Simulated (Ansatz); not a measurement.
The start is a generated cell, Al built in the bcc structure type. A full variable-cell relaxation at zero pressure is run with r2SCAN (plane waves to 500 eV, PAW, scalar-relativistic; Ansatz, a first-principles code). The first steps use a coarse 14×14×14 k-mesh.

Starting cell:
```
CELL_PARAMETERS angstrom
     -1.60724     1.60724     1.60724
      1.60724    -1.60724     1.60724
      1.60724     1.60724    -1.60724
ATOMIC_POSITIONS crystal
  Al 0.00000 0.00000 0.00000
```

Volume change: -2.5 %, from 16.61 to 16.19 Å³/atom
Optimiser moves: 3

Final values are on a 20×20×20 k-mesh of the relaxed cell. No spin polarisation in the result.

The run could not lose the symmetry of its start: the end is stationary, and may be a saddle point rather than a minimum.

The relaxed structure here is a generated cell of Al: the first start was made by placing the elements on the sites of a structure type, and the end was not matched to a known phase here, so it may be hypothetical. Known forms of Al include space group No. 225.
